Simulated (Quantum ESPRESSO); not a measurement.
# Strain and stress in Si7C

The results below are calculated, not measured. They come from pw.x of Quantum ESPRESSO 7.5, a plane-wave density functional program, with PseudoDojo standard norm-conserving files (v0.5 for PBE, v0.4.1 for LDA and PBEsol). The cells are made up: elements, strain and atom displacements were drawn at random, and nothing was relaxed. There is no spin polarisation, spin-orbit coupling or dispersion term.

The cell has 8 sites of a zincblende or diamond lattice. Sites 1 to 4 hold Si Si Si Si; sites 5 to 8 hold Si C Si Si. Cell vectors in Å: (5.438, 0.032, 0.087); (0.031, 5.590, 0.003); (0.087, 0.003, 5.515). Settings: PBE, cutoff 1116 eV, 6 x 6 x 6 k mesh shifted by half a step, Fermi-Dirac smearing of 0.1 eV.

Each run adds a shear xy (given as the tensor component) to one cell, with the atoms carried along; the vectors above are those of run 4. Stress is positive in tension and P is minus a third of its trace. E is the free energy for each atom above the lowest run shown.

```
run,strain (%),s_xx (GPa),s_yy (GPa),s_zz (GPa),s_xy (GPa),P (GPa),E (meV/atom)
1,-2.22,5.99,8.64,8.58,-0.27,-7.74,0.00
2,-1.93,5.96,8.61,8.55,0.17,-7.71,0.07
3,-0.34,5.68,8.34,8.30,2.61,-7.44,6.22
4,-0.14,5.62,8.28,8.26,2.92,-7.39,7.63
5,0.47,5.45,8.11,8.12,3.86,-7.22,13.01
7,1.40,5.12,7.76,7.86,5.31,-6.91,23.99
6,0.85,?,?,?,?,?,?
```

A rerun of one of these cells at 1347 eV and k mesh 8 x 8 x 8 moved values by no more than 0.002 eV in the cell's energy, 0.02 GPa in stress and 0.006 eV/Å in force.

## Worked fit

A parabola through the six runs shown gives s_xy = 3.13 + 1.55 e + 0.005 e² GPa, with e in per cent and a scatter of 0.01 GPa. The slope is a stiffness of 155 ± 1 GPa for each unit of this strain at e = 0, twice a shear constant under the stress shown, since the tensor component is half the shear angle. The atoms are clamped, and relaxing them would in general lower it. The error is the larger of the fit's own and the change that a cubic makes, rounded up.

## Withheld run

Question: what s_xy should run 6 give?

The fit gives 4.45 GPa. The calculation gave 4.45 GPa.

```
run  strain (%)  s_xx (GPa)  s_yy (GPa)  s_zz (GPa)  s_xy (GPa)  P (GPa)  E (meV/atom)
  6        0.85        5.32        7.98        8.02        4.45    -7.10         17.09
```